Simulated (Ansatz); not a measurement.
The calculation used DFT PBE, scalar-relativistic, plane waves, PAW in Ansatz 0.2.0. All cells share a 420 eV cutoff and Γ-centred k meshes spaced about 0.3 Å⁻¹ or finer (0.25 for metals, 2π included). No spin polarisation.

These are static total energies at zero pressure.

Two relaxed structures of Nb₂PdSe₄:

A.

```
CELL_PARAMETERS angstrom
13.12990 0.00000 0.00000
0.00000 3.52375 0.00000
0.00000 0.00000 6.12577
ATOMIC_POSITIONS crystal
Nb 0.25000 0.00000 0.02408
Nb 0.25000 0.50000 0.49111
Nb 0.75000 0.00000 0.97592
Nb 0.75000 0.50000 0.50889
Pd 0.50000 0.00000 0.00000
Pd 0.00000 0.00000 0.00000
Se 0.11917 0.00000 0.34887
Se 0.38083 0.00000 0.34887
Se 0.37083 0.50000 0.83534
Se 0.12917 0.50000 0.83534
Se 0.61917 0.00000 0.65113
Se 0.88083 0.00000 0.65113
Se 0.62917 0.50000 0.16466
Se 0.87083 0.50000 0.16466
```

B.

```
CELL_PARAMETERS angstrom
6.87511 -1.76382 0.00000
6.87511 1.76382 0.00000
-2.82940 0.00000 5.84130
ATOMIC_POSITIONS crystal
Nb 0.74797 0.74797 0.68826
Nb 0.25203 0.25203 0.31174
Pd 0.00000 0.00000 0.00000
Se 0.10543 0.10543 0.46103
Se 0.89457 0.89457 0.53897
Se 0.35776 0.35776 0.01919
Se 0.64224 0.64224 0.98081
```

Question: Which form is favoured at zero pressure, and by what margin per atom?

Answer: A is lower, by 23 meV/atom. A has space group Pmma (No. 51), 20.2 Å³/atom and no gap on its mesh; B has space group C2/m (No. 12), 20.2 Å³/atom and no gap. Counting Se atoms around Nb and Pd (those within 1.25 times the shortest such distance or 1.15 times the sum of covalent radii, 1.27 where that leaves under three), A and B both have Nb 6, Pd 6. Both come from trial cells of a structure search.

For metals, differences of a few meV/atom aren't resolved. Trial moments fell under 0.15 μB along the way in C2/m; another start might hold them. With atoms moved at random, A came back. B had no clear such test and can be a saddle point.
